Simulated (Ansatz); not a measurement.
Tl2SnCl6:
```cif
data_Cl6SnTl2
_chemical_formula_sum 'Tl2 Sn1 Cl6'
_space_group_name_H-M_alt 'P 1'
_space_group_IT_number 1
_cell_length_a 7.02073
_cell_length_b 7.02073
_cell_length_c 7.02073
_cell_angle_alpha 60.000
_cell_angle_beta 60.000
_cell_angle_gamma 60.000
loop_
_space_group_symop_operation_xyz
  'x, y, z'
loop_
_atom_site_label
_atom_site_type_symbol
_atom_site_fract_x
_atom_site_fract_y
_atom_site_fract_z
_atom_site_occupancy
Tl1 Tl 0.75000 0.75000 0.75000 1
Tl2 Tl 0.25000 0.25000 0.25000 1
Sn1 Sn 0.00000 0.00000 0.00000 1
Cl1 Cl 0.75425 0.75425 0.24575 1
Cl2 Cl 0.24575 0.24575 0.75425 1
Cl3 Cl 0.24575 0.75425 0.75425 1
Cl4 Cl 0.75425 0.24575 0.24575 1
Cl5 Cl 0.75425 0.24575 0.75425 1
Cl6 Cl 0.24575 0.75425 0.24575 1
```

Relaxed with r²SCAN+D4.

**Question.** Tabulate the valence density and the electron localisation function along the shortest Sn–Cl contact (2.44 Å), r²SCAN+D4 in the plane-wave PAW code Ansatz.

**Answer.** 

```csv
distance from Sn (Å),density (e/Å³),ELF
0.24,12.71,0.00
0.37,8.95,0.01
0.49,5.59,0.04
0.61,3.17,0.12
0.73,1.70,0.19
0.85,0.94,0.22
0.98,0.61,0.22
1.10,0.50,0.29
1.22,0.52,0.48
1.34,0.61,0.69
1.46,0.79,0.80
1.59,1.05,0.83
1.71,1.40,0.83
1.83,1.71,0.79
1.95,1.75,0.70
2.07,1.36,0.55
2.20,0.64,0.34
```

The density is the valence pseudo-density with augmentation charge, so density and ELF within about 1 Å of a nucleus are not all-electron values.

Space group Fm-3m. The workflow started from a Materials Project entry (that database holds measured and hypothetical structures alike); the Crystallography Open Database files this formula in space group No. 225, but the cells were not matched. Its standing as an ambient phase is unchecked. The r²SCAN+D4 relaxation kept the symmetry of its start; whether a distortion lowers the energy is not shown. Spin–orbit coupling is left out wherever it is not named.

Potentials: the later of the program's two PAW sets.
